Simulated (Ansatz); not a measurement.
Ansatz (a first-principles code) input:

Ansatz 0.2 input:
```yaml
crystal:
  lattice:
    - [3.14393564, 0.0, 0.0]
    - [-1.57196782, 2.7227281321, 0.0]
    - [0.0, 0.0, 5.4256482282]
  atoms:
    - { symbol: Hf, position: [0.6666666667, 0.3333333333, 0.75] }
    - { symbol: Hf, position: [0.3333333333, 0.6666666667, 0.25] }
    - { symbol: N, position: [0.0, 0.0, 0.0] }
    - { symbol: N, position: [0.0, 0.0, 0.5] }
kpoints:
  mp_grid: { grid: [11, 11, 6] }
  band_path:
    path:
      - [[0.0, 0.0, 0.0], [0.5, 0.0, 0.0], [0.3333333333, 0.3333333333, 0.0], [0.0, 0.0, 0.0], [0.0, 0.0, 0.5], [0.5, 0.0, 0.5], [0.3333333333, 0.3333333333, 0.5], [0.0, 0.0, 0.5]]  # Γ-M-K-Γ-A-L-H-A
      - [[0.5, 0.0, 0.5], [0.5, 0.0, 0.0]]  # L-M
      - [[0.3333333333, 0.3333333333, 0.5], [0.3333333333, 0.3333333333, 0.0]]  # H-K
    npoints: 8
hamiltonian:
  xc: r2scan
  pseudopotentials: { kind: paw }
magnetization: { noncollinear: true, spin_orbit: true }
scf:
  n_extra_bands: 12
  convergence: { dr2_threshold: 0.0000000001 }
  occupations: { method: gaussian, width: 0.05 }
output: { eigenvalues: true }
```

Output (shortened):

```
Pseudopotential: Hf, paw_fr, valence charge 26
Pseudopotential: N, paw_fr, valence charge 5
Functional definition: r2SCAN
non-collinear run that drives no moment, with spin-orbit …
Crystal: 4 atoms, lattice volume = 46.444 Å³
Basis set: ecut = 500 eV, 1159 PW (Γ), exchange–correlation on 96×96×160 points (64 copies of the dense FFT grid, shifted against one another)
Bands: 74, of which v1, the nominal top of the filled ones, is band 62 counted from 1 (61 counted from 0)
Symmetry: 24 space group operations + 24 with time reversal
k-points: 64 of 726
Projection manifold: j_resolved (fully-relativistic pseudo-atomic orbitals)
iter 1 solved again at ethr=1.07e-3 eV; its pass at ethr=3.10e-3 eV (dr2=6.60e-1 eV) is discarded
SCF iter   1: F=—  HF=-32191.619086 eV  |F-HF|=—  |Δ(HF+E_count)|=         —  Δρ=5.10e-2  dr2=6.54e-1  dr2_τ=8.48e-2  dr2_m=0.00e0 (ungated)  ethr=1.07e-3  |M|=0.00e0 ∫|m|=0.00e0 μB  |m|>n=0.0e0 m-floor=0.0e0 τ_xc=0.0e0  β_m=0.30  ⟨swp⟩=1.9  Hψ=11832  notcnv=0…
preconditioner: auto → Resta (q_TF=auto, 2.863 Å⁻¹)
spin=Noncollinear: Resta preconditioning applied to the charge; magnetization (m_x, m_y, m_z) channels mix plain (no charge-response kernel on spin).
SCF iter   2: F=—  HF=-32191.954861 eV  |F-HF|=—  |Δ(HF+E_count)|=   3.36e-1  Δρ=3.98e-2  dr2=3.86e-1  dr2_τ=8.82e-3  dr2_m=0.00e0 (ungated)  ethr=1.06e-3  |M|=0.00e0 ∫|m|=0.00e0 μB  |m|>n=0.0e0 m-floor=0.0e0 τ_xc=0.0e0  β_m=0.61  ⟨swp⟩=2.0  Hψ=4169  notcnv=0
SCF iter   3: F=—  HF=-32192.108680 eV  |F-HF|=—  |Δ(HF+E_count)|=   1.54e-1  Δρ=1.28e-2  dr2=3.94e-2  dr2_τ=2.23e-3  dr2_m=0.00e0 (ungated)  ethr=6.22e-4  |M|=0.00e0 ∫|m|=0.00e0 μB  |m|>n=0.0e0 m-floor=0.0e0 τ_xc=0.0e0  β_m=0.56  ⟨swp⟩=2.6  Hψ=4298  notcnv=0  defer=84
SCF iter   4: F=—  HF=-32192.100845 eV  |F-HF|=—  |Δ(HF+E_count)|=   7.83e-3  Δρ=4.80e-3  dr2=5.26e-3  dr2_τ=2.04e-4  dr2_m=0.00e0 (ungated)  ethr=6.36e-5  |M|=0.00e0 ∫|m|=0.00e0 μB  |m|>n=0.0e0 m-floor=0.0e0 τ_xc=0.0e0  β_m=0.70  ⟨swp⟩=2.0  Hψ=4180  notcnv=0  defer=390
SCF iter   5: F=—  HF=-32192.103197 eV  |F-HF|=—  |Δ(HF+E_count)|=   2.35e-3  Δρ=1.38e-3  dr2=1.10e-3  dr2_τ=1.97e-5  dr2_m=0.00e0 (ungated)  ethr=8.48e-6  |M|=0.00e0 ∫|m|=0.00e0 μB  |m|>n=0.0e0 m-floor=0.0e0 τ_xc=0.0e0  β_m=0.85  ⟨swp⟩=2.0  Hψ=3635  notcnv=0  defer=390
SCF iter   6: F=—  HF=-32192.103332 eV  |F-HF|=—  |Δ(HF+E_count)|=   1.34e-4  Δρ=6.10e-4  dr2=1.64e-4  dr2_τ=5.40e-6  dr2_m=0.00e0 (ungated)  ethr=1.77e-6  |M|=0.00e0 ∫|m|=0.00e0 μB  |m|>n=0.0e0 m-floor=0.0e0 τ_xc=0.0e0  β_m=0.87  ⟨swp⟩=2.0  Hψ=3645  notcnv=0  defer=390
SCF iter   7: F=—  HF=-32192.103328 eV  |F-HF|=—  |Δ(HF+E_count)|=   3.44e-6  Δρ=1.81e-4  dr2=1.53e-5  dr2_τ=8.12e-8  dr2_m=0.00e0 (ungated)  ethr=2.64e-7  |M|=0.00e0 ∫|m|=0.00e0 μB  |m|>n=0.0e0 m-floor=0.0e0 τ_xc=0.0e0  β_m=0.93  ⟨swp⟩=2.0  Hψ=3639  notcnv=0  defer=390
SCF iter   8: F=—  HF=-32192.103333 eV  |F-HF|=—  |Δ(HF+E_count)|=   4.35e-6  Δρ=4.04e-5  dr2=8.30e-7  dr2_τ=9.76e-9  dr2_m=0.00e0 (ungated)  ethr=2.47e-8  |M|=0.00e0 ∫|m|=0.00e0 μB  |m|>n=0.0e0 m-floor=0.0e0 τ_xc=0.0e0  β_m=0.97  ⟨swp⟩=2.0  Hψ=3652  notcnv=0  defer=390
SCF iter  11: F=-32192.103332 eV  HF=-32192.103332 eV  |F-HF|=1.46e-11  |Δ(HF+E_count)|=  5.09e-11  Δρ=1.65e-7  dr2=8.31e-12  dr2_τ=1.06e-13  dr2_m=0.00e0 (ungated)  ethr=1.00e-12  |M|=0.00e0 ∫|m|=0.00e0 μB  |m|>n=0.0e0 m-floor=0.0e0 τ_xc=0.0e0  ⟨swp⟩=3.4  Hψ=5895  notcnv=0
SCF 1 converged in 11 iterations: F = -32192.103332 eV  dr2 = 8.31e-12
NSCF: frozen V_eff on 75 k-points
SCF converged after 11 iterations
Magnetization: |M| = 0.0000 μB,  M = (+0.0000, +0.0000, +0.0000) μB
Absolute magnetization: 0.0000 μB (∫|m|)
  site 0: m = (+0.0000, +0.0000, +0.0000) μB, |m| = 0.0000 μB  (R = 0.93 Å)
  site 1: m = (+0.0000, +0.0000, +0.0000) μB, |m| = 0.0000 μB  (R = 0.93 Å)
  site 2: m = (+0.0000, +0.0000, +0.0000) μB, |m| = 0.0000 μB  (R = 0.93 Å)
  site 3: m = (+0.0000, +0.0000, +0.0000) μB, |m| = 0.0000 μB  (R = 0.93 Å)
Free energy (F): -32192.103332 eV
Harris-Foulkes:  -32192.103332 eV  (|F-HF|=1.46e-11)
Internal energy: -32192.101714 eV  (E = F + TS)
E sigma→0 (E₀):  -32192.102523 eV
Entropy (-TS):   -0.001618 eV (-0.405 meV/atom)
Fermi energy:    23.191373 eV
--- Per-component energies (eV) ---
  E_band       = 311.201171
  E_kinetic    = 1115.569540
  E_local      = -9489.402152  (includes V_loc(G=0)·N_el)
  E_nonlocal   = -2409.505915
  E_hartree    = 4505.144042
  E_xc         = -688.947491
  E_vxc        = -760.127171  (∫ρ·V_xc dr)
  E_paw        = -14109.798398  (= ΣΔE_a)
  E_vpaw       = 2805.953802  (= ΣTr[D̂ρ^β])
  E_aug_tail   = 0.000034  (compensation charges beyond the density's cutoff)
  E_vtau       = 38.424837  (kinetic-family band-sum trace: ∫τ·v_τ [+ j·A + Jᵃ·Aᵃ] dr)
  E_ewald      = -11115.736471
  E_core_change = 0.575098  (= ΣΔE_core)
  E_smearing   = -0.001618  (= −TS)
  E_closure    =  0.000000  (closes the sum)
  Σ components = -32192.103332   (vs F -32192.103332, Δ=0.00e0)
  [band-id]    e_kinetic+e_local+e_nonlocal+2·e_hartree+e_vxc+e_vpaw+e_augmentation_tail+e_vtau = 311.201057   (vs E_band 311.201171, Δ=-1.13e-4)
--- Band table (eV; the first three rows and the last of 64) ---
  k-point 0: bands = ["-40.8654", "-40.8654", "-40.8168", "-40.8168", "-14.5321", "-14.5321", "-14.3344", "-14.3344", "-7.3000", "-7.3000", "-6.5610", "-6.5610", "-6.5083", "-6.5083", "-6.4436", "-6.4436", "5.0946", "5.0946", "7.9068", "7.9068", "9.7970", …
  k-point 1: bands = ["-40.8621", "-40.8621", "-40.8201", "-40.8201", "-14.5186", "-14.5186", "-14.3474", "-14.3474", "-7.2560", "-7.2560", "-6.6169", "-6.6169", "-6.5040", "-6.5040", "-6.4480", "-6.4480", "5.2529", "5.2529", "7.6610", "7.6610", "9.7993", …
  k-point 2: bands = ["-40.8533", "-40.8533", "-40.8290", "-40.8290", "-14.4819", "-14.4819", "-14.3831", "-14.3831", "-7.1322", "-7.1322", "-6.7643", "-6.7643", "-6.4921", "-6.4921", "-6.4598", "-6.4598", "5.6968", "5.6968", "7.0589", "7.0589", "9.8057", …
  k-point 63: bands = ["-40.7834", "-40.7834", "-40.7834", "-40.7834", "-14.6228", "-14.6228", "-14.5972", "-14.5972", "-7.2674", "-7.2674", "-7.2478", "-7.2478", "-6.9422", "-6.9422", "-6.8264", "-6.8264", "6.9629", "6.9629", "7.2024", "7.2024", "9.8212", …
```

Cost: roughly 3 core-minutes on shared cores.

Space group P6_3/mmc (NiAs type). The first step of the workflow began from a Materials Project structure, measured or hypothetical; the Crystallography Open Database copy checked does not list it. It is not the phase usual at ambient conditions (space group No. 225). The r²SCAN relaxation kept the symmetry of its start; whether a distortion lowers the energy is not shown. The run is not spin-polarised.

Potentials: the later of the program's two PAW sets.

Ansatz is a plane-wave DFT program.
